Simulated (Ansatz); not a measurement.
The elements of this relaxed trial crystal are hidden behind letters.

```
lattice vectors (Å)
   3.4334   -3.7195    0.0000
   3.4334    3.7195    0.0000
   0.0000    0.0000    2.6626
fractional positions
X 0.5000 0.5000 0.5000
Z 0.7378 0.7378 0.0000
Z 0.2622 0.2622 0.0000
Z 0.1791 0.8209 0.5000
Z 0.8209 0.1791 0.5000
Q 0.0000 0.0000 0.0000
```

Computed with DFT PBE, scalar-relativistic, plane waves, PAW (Ansatz). Cutoff 420 eV, Γ-centred 8×8×14 mesh (6-atom cell), Gaussian smearing of 0.10 eV, no spin polarisation.

```
Space group                               : Cmmm (No. 65)
Conventional cell                         : a = 6.867 Å, b = 7.439 Å, c = 2.663 Å
Volume per atom                           : 11.33 Å³
Density                                   : 3.00 g/cm³
Formation energy                          : +0.28 eV/atom
Gap on the 8×8×14 mesh of the 6-atom cell : 0 eV (a metal)
```

Energies are uncorrected and count from the elements' standard states at the same level.

Question: X is an s-block element of period 3, Z is an s-block element of period 1 and Q is a d-block element of period 5. Which elements are they?

Answer: X = Na, Z = H, Q = Mo, so the formula is NaMoH4. Density times volume gives a mean mass of 3.00 × 11.33/1.6605 = 20.5 u per atom, and this set has 20.5 u. Among the elements that the hints allow, only these give it. Na has 4 H at 2.11 Å, 2 H at 2.39 Å and 2 Na at 2.66 Å; H on a site of symmetry 2mm has 1 Mo at 1.80 Å and 2 Na at 2.11 Å; around Mo lie 6 H at 1.80–1.88 Å and 2 Mo at 2.66 Å; 1 more site not described.

Symmetry constrained the relaxation, so the result can be a saddle point.
